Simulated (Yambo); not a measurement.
Yambo run on a free-standing PtS2 monolayer (symmetry P-3m1, slab cell 15.5 Å high). The wavefunctions come from this Quantum ESPRESSO step (PBEsol, PseudoDojo standard norm-conserving files, fully relativistic):

```
&CONTROL
  calculation = 'nscf'
  pseudo_dir = './pseudo'
  outdir = './out'
/
&SYSTEM
  ibrav = 0
  nat = 3
  ntyp = 2
  ecutwfc = 84.0
  ecutrho = 336.0
  occupations = 'fixed'
  force_symmorphic = .true.
  nbnd = 173
  noncolin = .true.
  lspinorb = .true.
  assume_isolated = '2D'
/
&ELECTRONS
  conv_thr = 3.0000000000000004e-09
  diago_full_acc = .true.
  diago_thr_init = 1e-08
/
ATOMIC_SPECIES
S 32.0600 S.upf
Pt 195.0840 Pt.upf
CELL_PARAMETERS angstrom
  3.534465137371   0.000000000000   0.000000000000
 -1.767232568685   3.060936597754   0.000000000000
  0.000000000000   0.000000000000  15.500000000000
ATOMIC_POSITIONS crystal
S   0.333333333000   0.666666667000   0.078468681300
S   0.666666666333   0.333333333667  -0.078468681300
Pt  -0.000000000000   0.000000000333   0.000000000000
K_POINTS automatic
6 6 1 0 0 0
```

Yambo input:

```
rim_cut
gw0
dyson
el_el_corr
HF_and_locXC
ppa
em1d
rim_w
RandQpts= 1000000
RandGvec= 2 Ry
CUTGeo= "slab z"
EXXRLvcs= 84 Ry
VXCRLvcs= 336 Ry
Chimod= "HARTREE"
% BndsRnXp
 9 | 172 |
%
NGsBlkXp= 6 Ry
% LongDrXp
 1.0 | 1.0 | 0.0 |
%
RandGvecW= 1000 mRy
PPAPntXp= 27.2114 eV
% GbndRnge
 1 | 172 |
%
GTermKind= "BG"
DysSolver= "n"
ExtendOut
% QPkrange
 1 | 1 | 30 | 31 |
 2 | 2 | 28 | 32 |
 4 | 4 | 30 | 31 |
 5 | 5 | 30 | 31 |
 7 | 7 | 30 | 31 |
%
```

k points by index: 1 = Γ, 2 = (0, 0.167), 4 = M, 5 = (0.167, 0.167), 7 = K.

The o-*.qp file then holds:

```
#    K-point    Band    Eo [eV]    E [eV]    E-Eo [eV]    Vxc [eV]    Vnlxc [eV]    Sc|Eo [eV]    Sc|E [eV]    dSc/dw|Eo [eV]    Re(Z)    Im(Z)
#
    1    30    -0.264876    -0.784218    -0.519342    -13.80275    -15.98512    1.482739    1.663028    -9.441892    0.742387    -0.003029
    1    31    3.125002    3.924901    0.799899    -16.66777    -12.96569    -2.618815    -2.902178    -9.633540    0.738506    -0.004849
    2    28    -0.297863    -0.852246    -0.554383    -13.56783    -16.02589    1.711618    1.903685    -9.422675    0.742775    -0.003200
    2    29    -0.014188    -0.397616    -0.383428    -16.29222    -19.22021    2.412667    2.544563    -9.353258    0.744186    -0.003165
    2    30    -0.014188    -0.397616    -0.383428    -16.29222    -19.22021    2.412667    2.544563    -9.353258    0.744186    -0.003165
    2    31    2.011654    2.802083    0.790429    -15.94677    -12.53719    -2.357326    -2.619158    -9.010620    0.751225    -0.003213
    2    32    2.011654    2.802083    0.790429    -15.94677    -12.53719    -2.357326    -2.619158    -9.010620    0.751225    -0.003213
    4    30    -1.503457    -2.123231    -0.619774    -12.74565    -15.79207    2.199030    2.426648    -9.982454    0.731562    -0.005922
    4    31    2.813368    3.654450    0.841082    -17.07607    -13.08859    -2.852285    -3.146398    -9.511263    0.740980    -0.003624
    5    30    0.000000    -0.446170    -0.446170    -15.32527    -18.08705    2.161670    2.315614    -9.382766    0.743586    -0.003173
    5    31    2.036997    2.827239    0.790242    -15.56505    -11.97565    -2.535279    -2.799157    -9.083067    0.749726    -0.003236
    7    30    -0.704766    -0.967737    -0.262971    -18.23864    -22.02391    3.429395    3.522300    -9.600561    0.739185    -0.003321
    7    31    2.094054    2.909595    0.815541    -16.07440    -12.31375    -2.669374    -2.945112    -9.196824    0.747383    -0.003240
```
(The two width columns are left out.) Convergence of these settings isn't established.

Geometry relaxed with PBEsol.
